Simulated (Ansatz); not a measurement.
MgS:
```
MgS
1.0
    0.00000     2.60256     2.60256
    2.60256     0.00000     2.60256
    2.60256     2.60256     0.00000
Mg S
1 1
Direct
  0.00000   0.00000   0.00000
  0.50000   0.50000   0.50000
```

Relaxed with r²SCAN.

Problem. Give the Bader charges and basin volumes of the independent atoms, the program Ansatz at the r²SCAN level (PAW).

Solution. 

```json
[
 {"atom": "Mg1", "Bader charge (e)": "+1.71", "Bader volume (Å³)": "5.6"},
 {"atom": "S2", "Bader charge (e)": "-1.71", "Bader volume (Å³)": "29.6"}
]
```

Space group Fm-3m (rock salt). Symmetry was held in the r²SCAN relaxation.

Potentials: the earlier of the program's two PAW sets.
